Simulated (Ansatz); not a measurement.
input.yaml

```yaml
crystal:
  lattice:
    - [15.0, 0.0, 0.0]
    - [0.0, 15.5, 0.0]
    - [0.0, 0.0, 16.0]
  atoms:
    - { symbol: F, position: [0.5017059536, 0.4990634116, 0.40156261] }
    - { symbol: Si, position: [0.4981095349, 0.5009694297, 0.4974709013] }
    - { symbol: F, position: [0.6002210697, 0.4988705723, 0.5343073502] }
    - { symbol: F, position: [0.4500304188, 0.5841691953, 0.5313333754] }
    - { symbol: F, position: [0.449933023, 0.4169273911, 0.5353257631] }
  symmetry: { detect: false }
basis:
  ecutwfc: 500
kpoints:
  mp_grid: { grid: [1, 1, 1] }
hamiltonian:
  xc: r2scan
scf:
  occupations: { method: gaussian, width: 0.005 }
output:
  forces: true
  eigenvalues: true
relax:
  adjacent_minimum: "off"
  f_tol: 0.01
  max_steps: 80
```

It can be run as
```bash
ansatz run input.yaml --threads 4 --pin off --backend cpu --events-out ev --progress --plain --runs-dir out  # memory cap (--max-ram) not shown
```

All numbers below come from Ansatz, DFT r2SCAN, scalar-relativistic, plane waves, PAW.

Part of what the program printed, abridged (iterations and final results):

```
SCF iter   1: F=—  HF=-3882.887019 eV  |F-HF|=—  |Δ(HF+E_count)|=         —  Δρ=1.69e-3  dr2=1.19e-1  dr2_τ=2.87e-1  ethr=1.77e-3  ⟨swp⟩=15.0  Hψ=163  notcnv=0
SCF iter   2: F=—  HF=-3882.963267 eV  |F-HF|=—  |Δ(HF+E_count)|=   7.62e-2  Δρ=9.43e-4  dr2=9.78e-3  dr2_τ=3.19e-3  ethr=3.72e-4  ⟨swp⟩=5.0  Hψ=55  notcnv=0  defer=1
SCF iter   3: F=—  HF=-3882.963649 eV  |F-HF|=—  |Δ(HF+E_count)|=   3.81e-4  Δρ=3.00e-4  dr2=1.75e-3  dr2_τ=2.45e-4  ethr=3.06e-5  ⟨swp⟩=5.0  Hψ=44  notcnv=0  defer=1
SCF iter   4: F=—  HF=-3882.964543 eV  |F-HF|=—  |Δ(HF+E_count)|=   8.94e-4  Δρ=9.57e-5  dr2=1.31e-4  dr2_τ=2.66e-5  ethr=5.48e-6  ⟨swp⟩=8.0  Hψ=55  notcnv=0  defer=1
SCF iter   5: F=—  HF=-3882.964656 eV  |F-HF|=—  |Δ(HF+E_count)|=   1.14e-4  Δρ=2.53e-5  dr2=9.81e-6  dr2_τ=1.37e-6  ethr=4.10e-7  ⟨swp⟩=9.0  Hψ=53  notcnv=0  defer=1
SCF iter   6: F=-3882.964671 eV  HF=-3882.964670 eV  |F-HF|=9.51e-7  |Δ(HF+E_count)|=   1.32e-5  Δρ=6.80e-6  dr2=5.98e-7  dr2_τ=8.00e-8  ethr=7.81e-9  ⟨swp⟩=22.0  Hψ=150  notcnv=0
SCF 1 converged in 6 iterations: F = -3882.964671 eV  dr2 = 5.98e-7
relax step   1: F+E_penalty+E_count = -3882.96467060 eV  Δ(F+E_penalty+E_count) = +0.000e0 eV  max|allowed force component| = 2.965e0 eV/Å  Δτ_max = 0.0000 Å  (6 SCF iters, dr2 threshold 2.50e-6 eV, accepted)
Initial density: handed on by an earlier stage of this run
Initial wavefunctions: those handed on with the density
SCF iter   1: F=—  HF=-3883.058948 eV  |F-HF|=—  |Δ(HF+E_count)|=         —  Δρ=6.26e-4  dr2=1.01e-2  dr2_τ=6.23e-2  ethr=2.62e-5  ⟨swp⟩=3.0  Hψ=98  notcnv=0  defer=1
SCF iter   2: F=—  HF=-3883.078464 eV  |F-HF|=—  |Δ(HF+E_count)|=   1.95e-2  Δρ=2.83e-4  dr2=1.08e-3  dr2_τ=1.45e-4  ethr=2.62e-5  ⟨swp⟩=6.0  Hψ=48  notcnv=0  defer=1
SCF iter   3: F=—  HF=-3883.078581 eV  |F-HF|=—  |Δ(HF+E_count)|=   1.16e-4  Δρ=8.47e-5  dr2=1.10e-4  dr2_τ=2.09e-5  ethr=3.37e-6  ⟨swp⟩=6.0  Hψ=48  notcnv=0  defer=1
SCF iter   4: F=-3883.078603 eV  HF=-3883.078597 eV  |F-HF|=6.79e-6  |Δ(HF+E_count)|=   1.59e-5  Δρ=3.73e-5  dr2=1.92e-5  dr2_τ=3.53e-6  ethr=3.13e-7  ⟨swp⟩=16.0  Hψ=144  notcnv=0
SCF 2 converged in 4 iterations: F = -3883.078603 eV  dr2 = 1.92e-5
relax step   2: F+E_penalty+E_count = -3883.07860343 eV  Δ(F+E_penalty+E_count) = -1.139e-1 eV  max|allowed force component| = 1.953e0 eV/Å  Δτ_max = 0.0200 Å  (4 SCF iters, dr2 threshold 1.00e-4 eV, accepted)
SCF iter   1: F=—  HF=-3883.117643 eV  |F-HF|=—  |Δ(HF+E_count)|=         —  Δρ=9.20e-4  dr2=2.55e-2  dr2_τ=1.18e-1  ethr=7.71e-4  ⟨swp⟩=5.0  Hψ=64  notcnv=0  defer=1
SCF iter   2: F=—  HF=-3883.152473 eV  |F-HF|=—  |Δ(HF+E_count)|=   3.48e-2  Δρ=4.35e-4  dr2=3.35e-3  dr2_τ=3.22e-4  ethr=7.97e-5  ⟨swp⟩=5.0  Hψ=56  notcnv=0  defer=1
SCF iter   3: F=—  HF=-3883.152719 eV  |F-HF|=—  |Δ(HF+E_count)|=   2.46e-4  Δρ=1.61e-4  dr2=4.67e-4  dr2_τ=6.79e-5  ethr=1.05e-5  ⟨swp⟩=4.0  Hψ=49  notcnv=0  defer=1
SCF iter   4: F=-3883.152695 eV  HF=-3883.152670 eV  |F-HF|=2.51e-5  |Δ(HF+E_count)|=   4.99e-5  Δρ=5.40e-5  dr2=4.33e-5  dr2_τ=7.69e-6  ethr=3.13e-7  ⟨swp⟩=19.0  Hψ=160  notcnv=0
SCF 3 converged in 4 iterations: F = -3883.152695 eV  dr2 = 4.33e-5
relax step   3: F+E_penalty+E_count = -3883.15269478 eV  Δ(F+E_penalty+E_count) = -7.409e-2 eV  max|allowed force component| = 4.306e-2 eV/Å  Δτ_max = 0.0335 Å  (4 SCF iters, dr2 threshold 1.00e-4 eV, accepted)
SCF iter   1: F=—  HF=-3883.152670 eV  |F-HF|=—  |Δ(HF+E_count)|=         —  Δρ=5.40e-5  dr2=4.34e-5  dr2_τ=7.69e-6  ethr=1.36e-7  ⟨swp⟩=1.0  Hψ=66  notcnv=0
SCF iter   2: F=—  HF=-3883.152695 eV  |F-HF|=—  |Δ(HF+E_count)|=   2.56e-5  Δρ=2.60e-5  dr2=6.58e-6  dr2_τ=2.19e-6  ethr=1.36e-7  ⟨swp⟩=3.0  Hψ=41  notcnv=0
SCF iter   3: F=—  HF=-3883.152704 eV  |F-HF|=—  |Δ(HF+E_count)|=   8.38e-6  Δρ=1.23e-5  dr2=2.04e-6  dr2_τ=4.25e-7  ethr=2.06e-8  ⟨swp⟩=2.0  Hψ=36  notcnv=0
SCF iter   4: F=-3883.152706 eV  HF=-3883.152706 eV  |F-HF|=4.94e-9  |Δ(HF+E_count)|=   2.02e-6  Δρ=1.15e-6  dr2=1.63e-8  dr2_τ=4.30e-9  ethr=3.13e-10  ⟨swp⟩=13.0  Hψ=134  notcnv=0
SCF 4 converged in 4 iterations: F = -3883.152706 eV  dr2 = 1.63e-8
relax step   4: F+E_penalty+E_count = -3883.15270569 eV  Δ(F+E_penalty+E_count) = -1.090e-5 eV  max|allowed force component| = 4.334e-2 eV/Å  Δτ_max = 0.0000 Å  (4 SCF iters, accepted)
SCF iter   1: F=—  HF=-3883.151727 eV  |F-HF|=—  |Δ(HF+E_count)|=         —  Δρ=7.93e-5  dr2=1.63e-4  dr2_τ=3.05e-3  ethr=1.45e-5  ⟨swp⟩=5.0  Hψ=65  notcnv=0  defer=1
SCF iter   2: F=—  HF=-3883.152888 eV  |F-HF|=—  |Δ(HF+E_count)|=   1.16e-3  Δρ=4.03e-5  dr2=3.36e-5  dr2_τ=3.45e-6  ethr=5.08e-7  ⟨swp⟩=5.0  Hψ=59  notcnv=0  defer=1
SCF iter   3: F=—  HF=-3883.152898 eV  |F-HF|=—  |Δ(HF+E_count)|=   9.61e-6  Δρ=2.23e-5  dr2=9.40e-6  dr2_τ=1.26e-6  ethr=1.05e-7  ⟨swp⟩=4.0  Hψ=42  notcnv=0  defer=1
SCF iter   4: F=—  HF=-3883.152895 eV  |F-HF|=—  |Δ(HF+E_count)|=   2.57e-6  Δρ=5.44e-6  dr2=3.76e-7  dr2_τ=6.41e-8  ethr=2.94e-8  ⟨swp⟩=2.0  Hψ=33  notcnv=0  defer=1
SCF iter   5: F=-3883.152895 eV  HF=-3883.152895 eV  |F-HF|=3.87e-8  |Δ(HF+E_count)|=   2.36e-8  Δρ=2.01e-6  dr2=2.91e-8  dr2_τ=1.07e-8  ethr=3.67e-10  ⟨swp⟩=13.0  Hψ=126  notcnv=0
SCF 5 converged in 5 iterations: F = -3883.152895 eV  dr2 = 2.91e-8
relax step   5: F+E_penalty+E_count = -3883.15289504 eV  Δ(F+E_penalty+E_count) = -1.894e-4 eV  max|allowed force component| = 7.722e-4 eV/Å  Δτ_max = 0.0041 Å  (5 SCF iters, dr2 threshold 1.17e-7 eV, accepted)
SCF iter   1: F=—  HF=-3883.152895 eV  |F-HF|=—  |Δ(HF+E_count)|=         —  Δρ=2.01e-6  dr2=2.91e-8  dr2_τ=1.07e-8  ethr=9.09e-11  ⟨swp⟩=1.0  Hψ=66  notcnv=0
SCF iter   2: F=-3883.152895 eV  HF=-3883.152895 eV  |F-HF|=1.09e-8  |Δ(HF+E_count)|=   3.13e-8  Δρ=1.00e-6  dr2=7.35e-9  dr2_τ=2.58e-9  ethr=9.09e-11  ⟨swp⟩=6.0  Hψ=87  notcnv=0
SCF 6 converged in 2 iterations: F = -3883.152895 eV  dr2 = 7.35e-9
relax step   6: F+E_penalty+E_count = -3883.15289505 eV  Δ(F+E_penalty+E_count) = -3.163e-9 eV  max|allowed force component| = 7.991e-4 eV/Å  Δτ_max = 0.0000 Å  (2 SCF iters, accepted)
SCF iter   1: F=—  HF=-3883.152895 eV  |F-HF|=—  |Δ(HF+E_count)|=         —  Δρ=1.00e-6  dr2=7.35e-9  dr2_τ=2.58e-9  ethr=2.30e-11  ⟨swp⟩=1.0  Hψ=70  notcnv=0
SCF iter   2: F=-3883.152895 eV  HF=-3883.152895 eV  |F-HF|=2.99e-9  |Δ(HF+E_count)|=   8.54e-9  Δρ=5.20e-7  dr2=1.71e-9  dr2_τ=7.04e-10  ethr=2.30e-11  ⟨swp⟩=5.0  Hψ=80  notcnv=0
SCF 7 converged in 2 iterations: F = -3883.152895 eV  dr2 = 1.71e-9
SCF converged after 2 iterations
Free energy (F): -3883.152895 eV
Harris-Foulkes:  -3883.152895 eV  (|F-HF|=2.99e-9)
Internal energy: -3883.152895 eV  (E = F + TS)
E sigma→0 (E₀):  -3883.152895 eV
Fermi energy:    -5.755427 eV
--- Per-component energies (eV) ---
  E_band       = -560.746620
  E_kinetic    = 880.968898
  E_local      = -8488.100841  (includes V_loc(G=0)·N_el)
  E_nonlocal   = 312.902791
  E_hartree    = 3746.756981
  E_xc         = -368.276763
  E_vxc        = -517.698351  (∫ρ·V_xc dr)
  E_paw        = -1332.683718  (= ΣΔE_a)
  E_vpaw       = -281.533973  (= ΣTr[D̂ρ^β])
  E_aug_tail   = 0.004186  (compensation charges beyond the density's cutoff)
  E_vtau       = 39.196490  (kinetic-family band-sum trace: ∫τ·v_τ [+ j·A + Jᵃ·Aᵃ] dr)
  E_ewald      = 1365.477570
  E_core_change = -0.201999  (= ΣΔE_core)
  E_smearing   =  0.000000  (= −TS)
--- Forces (eV/Å), atoms counted from 1 ---
  atom   1  F     -0.00036842     0.00002091    -0.00060984
  atom   2  Si     0.00036226    -0.00051394     0.00052244
  atom   3  F      0.00054484     0.00014712     0.00026525
  atom   4  F     -0.00029080     0.00081390    -0.00003414
  atom   5  F     -0.00026194    -0.00046162    -0.00018989
--- Band table (eV) ---
  k-point 0: bands = ["-33.2560", "-32.3307", "-32.3304", "-32.3302", "-15.5141", "-13.6719", "-13.6717", "-13.6716", "-12.2234", "-12.2232", "-12.0154", "-12.0153", "-12.0153", "-11.0348", "-11.0347", "-11.0345", "-0.4763", "0.2795", "0.6486", "0.6813", "0.7164"]
--- Relaxed structure (6 steps of the walk, 6 accepted, 0 SCFs on fresh bases) ---
  F+E_penalty+E_count = -3883.15289505 eV   max|allowed force component| = 7.991e-4 eV/Å
  atoms:
    - { symbol: F, position: [0.50095711, 0.49842092, 0.40254059] }
    - { symbol: Si, position: [0.49999760, 0.50000067, 0.50000017] }
    - { symbol: F, position: [0.59770363, 0.49996283, 0.53333252] }
    - { symbol: F, position: [0.45118547, 0.58295081, 0.53081775] }
    - { symbol: F, position: [0.45015616, 0.41866474, 0.53330894] }
```

The relaxation met its thresholds.